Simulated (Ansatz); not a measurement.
# Structures of Si₃As₂: which is lowest?

Plane-wave DFT in Ansatz with scalar-relativistic PAW potentials, cutoff 420 eV, Γ-centred meshes chosen by cell and gap, Gaussian smearing with energies taken to zero width. Every cell was relaxed (cell and atoms) in a run of its own, within the symmetry of its start. Functional: PBE.

Relaxed structures (starts from databases or built by putting these elements on another compound's sites):
A. R-3m, 5 atoms in the computed cell, a = 3.685 Å, c = 22.534 Å; sites (symmetry × multiplicity) Si -3m × 3 + 3m × 6, As 3m × 6; start: built
B. P-3m1, 5 atoms in the computed cell, a = 4.518 Å, c = 5.337 Å; sites (symmetry × multiplicity) Si -3m. × 1 + 3m. × 2, As 3m. × 2; start: built

**Question.** Rank them by energy. Could pressure change the order?

**Answer.**
| structure | group | E − E(lowest) (meV/atom) | V (Å³/atom) | gap on mesh (eV) |
| --- | --- | --- | --- | --- |
| A | R-3m | 0.0 | 17.66 | 0.00 |
| B | P-3m1 | 202 | 18.87 | 0.00 |

A is lowest, 202 meV/atom under B. The lowest is also the densest of these, so pressure wouldn't bring one of the others in at first order. Other structures may lie lower than all of these, and vibrations aren't counted.